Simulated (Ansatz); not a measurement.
The cell is COD entry 9009146, as deposited and not checked against the literature; nothing was relaxed.

An input for WSe2: DFT, PBE, PAW with Ansatz's default frozen-core files, scalar-relativistic (Ansatz 0.2.0).

```yaml
crystal:
  lattice:
    - [3.2899984505, 0.0, 0.0]
    - [-1.6449992252, 2.8492222365, 0.0]
    - [0.0, 0.0, 12.97]
  atoms:
    - { symbol: W, position: [0.3333333333, 0.6666666667, 0.25] }
    - { symbol: W, position: [0.6666666667, 0.3333333333, 0.75] }
    - { symbol: Se, position: [0.3333333333, 0.6666666667, 0.621] }
    - { symbol: Se, position: [0.6666666667, 0.3333333333, 0.121] }
    - { symbol: Se, position: [0.3333333333, 0.6666666667, 0.879] }
    - { symbol: Se, position: [0.6666666667, 0.3333333333, 0.379] }
kpoints:
  mp_grid: { grid: [10, 10, 3] }
  band_path:
    path:
      - [0.0, 0.0, 0.0]
      - [0.5, 0.0, 0.0]
      - [0.3333333333, 0.3333333333, 0.0]
      - [0.0, 0.0, 0.0]
      - [0.0, 0.0, 0.5]
      - [0.5, 0.0, 0.5]
      - [0.3333333333, 0.3333333333, 0.5]
      - [0.0, 0.0, 0.5]
      - [0.5, 0.0, 0.5]
    npoints: 8
scf:
  occupations: { method: fermi_dirac, width: 0.08 }
hamiltonian:
  xc: pbe
  pseudopotentials: { kind: paw }
output:
  forces: true
  stress: true
  eigenvalues: true
  efg: { contact_densities: true }
  populations: true
  bader: true
  dos: { projected: true, de: 0.2, e_range: [-14, 8] }
```

Set-up and iterations as logged by Ansatz (the results part is left out, to be predicted):

```
Engine: ansatz 0.2.0
Pseudopotentials: kind: paw
Pseudopotential: W, paw, valence charge 14, recommended cutoff 420 eV (normal)
Pseudopotential: Se, paw, valence charge 16, recommended cutoff 420 eV (normal)
Functional definition: PBE
  parameter kappa = 0.804
  parameter beta = 0.06672455060314922
  exchange = pbe_x(kappa = kappa, mu = beta*pi^2/3)
  correlation = pbe_c(beta = beta)
Crystal: 6 atoms, lattice volume = 121.580 Å³
Basis set: ecut = 420 eV, 2419 PW (Γ), exchange–correlation on 48×48×180 points (8 copies of the dense FFT grid, shifted against one another)
Bands: 56, of which v1, the nominal top of the filled ones, is band 46 counted from 1 (45 counted from 0)
Symmetry: 24 space group operations
Space group: P63/mmc (ITA 194), of the structure as read, at distance tolerance 5.0e-5 Å
k-points: 28 of 300
Non-local potential: W, projectors of the file, l = 0: 3, l = 1: 2, l = 2: 2, l = 3: 1
Non-local potential: Se, projectors of the file, l = 0: 2, l = 1: 2, l = 2: 3, l = 3: 1
PAW form: soft (Blöchl's): semilocal exchange-correlation on the pseudo side does not see the compensation charge
PAW one-centre angular grid: W, 590 points (default); XC on 64 Gauss nodes
PAW one-centre angular grid: Se, 590 points (default); XC on 64 Gauss nodes
Initial density: superposition of atomic densities (neutral atoms: chi_scale 0, normalization atom), corrected by the library's trained network
Initial wavefunctions: pseudopotential atomic-orbital guess
Functional: x = pbe(κ = 0.804, μ = 0.2195149727645171), c = pbe(β = 0.06672455060314922)
SCF iter   1: F=—  HF=-42649.196523 eV  |F-HF|=—  |Δ(HF+E_count)|=         —  Δρ=4.32e-3  dr2=5.52e-3  ethr=1.77e-3  ⟨swp⟩=6.0  Hψ=5664  notcnv=0
SCF iter   2: F=—  HF=-42649.205191 eV  |F-HF|=—  |Δ(HF+E_count)|=   8.67e-3  Δρ=2.51e-3  dr2=1.82e-3  ethr=6.00e-6  ⟨swp⟩=2.0  Hψ=2619  notcnv=0
SCF iter   3: F=—  HF=-42649.209501 eV  |F-HF|=—  |Δ(HF+E_count)|=   4.31e-3  Δρ=4.70e-4  dr2=6.29e-4  ethr=1.98e-6  ⟨swp⟩=2.0  Hψ=2055  notcnv=0
SCF iter   4: F=—  HF=-42649.209439 eV  |F-HF|=—  |Δ(HF+E_count)|=   6.16e-5  Δρ=8.70e-5  dr2=5.51e-6  ethr=6.84e-7  ⟨swp⟩=2.7  Hψ=2644  notcnv=0
SCF iter   5: F=—  HF=-42649.209421 eV  |F-HF|=—  |Δ(HF+E_count)|=   1.83e-5  Δρ=3.58e-5  dr2=8.06e-7  ethr=5.99e-9  ⟨swp⟩=2.1  Hψ=2260  notcnv=0
SCF iter   6: F=-42649.209424 eV  HF=-42649.209424 eV  |F-HF|=3.26e-8  |Δ(HF+E_count)|=   2.42e-6  Δρ=5.47e-6  dr2=4.98e-8  ethr=1.09e-10  ⟨swp⟩=6.8  Hψ=6804  notcnv=0
```

What pressure will this run report?

3.71 GPa (positive in compression).

How large will the largest force be?

0.169 eV/Å.

Is there a band gap?

0.97 eV, indirect from Γ to the line K (0.333, 0.333, 0)–Γ.
